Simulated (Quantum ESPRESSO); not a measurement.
**Band energies of SnTe**

```xyz
2
Lattice="0.0000 3.1417 3.1417 3.1417 0.0000 3.1417 3.1417 3.1417 0.0000" Properties=species:S:1:pos:R:3 pbc="T T T"
Sn     0.0000     0.0000     0.0000
Te     3.1417     3.1417     3.1417
```

PBE (stringent potentials; Quantum ESPRESSO, PseudoDojo norm-conserving, 107 Ry, scalar-relativistic); path ΓXWKΓLUWLK,UX; energies in eV from the valence-band maximum.

```csv
k (1/Å),point,band 19,band 20,band 21,band 22,band 23,band 24,band 25,band 26
0.00,Γ,-12.88,-4.66,-2.17,-2.17,-2.17,3.36,3.36,3.36
0.22,,-12.74,-5.33,-2.42,-2.42,-1.20,1.67,3.41,3.41
0.56,,-12.07,-6.50,-3.23,-3.23,-2.62,2.64,2.80,4.04
0.78,,-11.53,-6.72,-4.59,-3.64,-3.64,2.31,4.66,4.66
1.00,X,-11.27,-6.49,-5.65,-3.79,-3.79,2.14,4.96,4.96
1.12,,-11.26,-6.67,-5.60,-3.90,-3.44,2.35,4.34,5.03
1.37,,-11.19,-7.31,-5.21,-4.53,-1.56,1.68,3.72,5.42
1.50,W,-11.18,-7.41,-4.89,-4.89,-0.83,0.84,4.63,4.63
1.74,,-11.22,-7.45,-5.21,-3.88,-2.08,2.16,3.64,4.66
1.85,K,-11.23,-7.46,-5.25,-3.29,-2.74,3.04,3.10,4.20
1.96,,-11.28,-7.72,-4.98,-2.97,-2.26,2.29,2.60,5.07
2.28,,-11.87,-7.41,-3.88,-1.82,-0.64,0.72,0.83,3.93
2.49,,-12.39,-6.48,-3.06,-1.70,-0.56,1.01,1.10,3.47
2.81,,-12.85,-4.86,-2.24,-2.14,-1.99,3.07,3.08,3.36
2.91,Γ,-12.88,-4.66,-2.17,-2.17,-2.17,3.36,3.36,3.36
3.02,,-12.85,-4.87,-2.17,-2.17,-2.01,3.16,3.16,3.17
3.35,,-12.37,-6.70,-2.07,-2.07,-0.95,1.56,1.56,1.65
3.56,,-11.87,-7.87,-1.93,-1.93,-0.44,0.69,0.69,0.74
3.78,L,-11.58,-8.39,-1.84,-1.84,0.00,0.12,0.35,0.35
3.88,,-11.56,-8.36,-2.22,-1.96,-0.55,0.32,0.51,1.19
4.09,,-11.43,-8.10,-3.75,-2.55,-1.67,1.46,1.61,3.37
4.39,U,-11.23,-7.46,-5.25,-3.29,-2.74,3.04,3.10,4.20
4.63,,-11.19,-7.42,-5.09,-4.51,-1.26,1.28,4.07,5.17
4.75,W,-11.18,-7.41,-4.89,-4.89,-0.83,0.84,4.63,4.63
4.92,,-11.24,-7.63,-4.61,-4.45,-0.88,0.73,4.37,4.63
5.10,,-11.39,-8.01,-3.82,-3.43,-0.95,0.49,2.94,3.61
5.36,,-11.56,-8.37,-2.13,-1.94,-0.43,0.17,0.54,1.04
5.45,L,-11.58,-8.39,-1.84,-1.84,0.00,0.12,0.35,0.35
5.54,,-11.56,-8.37,-2.13,-1.93,-0.45,0.24,0.47,1.04
5.80,,-11.40,-8.02,-4.06,-2.68,-1.86,1.70,1.90,3.83
5.98,,-11.26,-7.64,-5.02,-3.13,-2.50,2.64,2.85,4.55
6.07,K,-11.23,-7.46,-5.25,-3.29,-2.74,3.04,3.10,4.20
6.07,U,-11.23,-7.46,-5.25,-3.29,-2.74,3.04,3.10,4.20
6.15,,-11.23,-7.16,-5.42,-3.51,-3.11,2.96,3.68,4.17
6.42,X,-11.27,-6.49,-5.65,-3.79,-3.79,2.14,4.96,4.96
```

The PBE gap is direct, 0.12 eV at L.

Spin-orbit coupling is left out, which matters for elements this heavy: edges can move by tenths of an eV. So small a PBE gap in heavy elements may be inverted, where one-shot corrections to single bands mislead.

Geometry relaxed with PBEsol.
